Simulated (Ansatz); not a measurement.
Starting cell, CsPbCl₃ (cubic perovskite):

```yaml
crystal:
  lattice:
    - [5.73565, 0.00000, 0.00000]
    - [0.00000, 5.73565, 0.00000]
    - [0.00000, 0.00000, 5.73565]
  atoms:
    - { symbol: Cs, position: [0.00000, 0.00000, 0.00000] }
    - { symbol: Pb, position: [0.50000, 0.50000, 0.50000] }
    - { symbol: Cl, position: [0.00000, 0.50000, 0.50000] }
    - { symbol: Cl, position: [0.50000, 0.50000, 0.00000] }
    - { symbol: Cl, position: [0.50000, 0.00000, 0.50000] }
```

Scan: atom 2 (Pb, nearest neighbour Cl at 2.868 Å; its periodic images, 5.7 Å or more away, move with it) is displaced along Cartesian [110], direction (0.707, 0.707, 0.000) in Cartesian axes, by s. The other atoms stay.

These are PBE (plane waves to 420 eV, PAW, scalar-relativistic; Ansatz, a program for electronic structure) values and carry that method's errors. k mesh 5×5×5 (Γ-centred), Fermi-Dirac smearing 0.05 eV. E stands for the smeared free energy. CsPbCl3 was relaxed with its symmetry unable to fall. Spin-orbit coupling is left out, though Pb is heavy. The PAW data are Ansatz's earlier set. This is a high-temperature form of CsPbCl3. ΔE is measured from the undisplaced structure.

The scan covers s from -0.570 to 0.570 Å in 11 points.

Problem. Is the energy the same for equal positive and negative displacements?

Solution. Even: the same for both signs. With its periodic images moving along, the atom's site symmetry in this cell is m-3m.

Problem. What is the energy change at s = 0.570 Å?

Solution. 492 meV/cell.

Problem. What force acts on the atom along the line at s = -0.570 Å?

Solution. 2.34 eV/Å.

Problem. What is the force constant k = d²E/ds² of this move at s = 0?

Solution. 1.75 eV/Å².

(For displaced atoms, the force is minus the slope of the energy, and its curvature is a force constant, which sets phonon frequencies.)
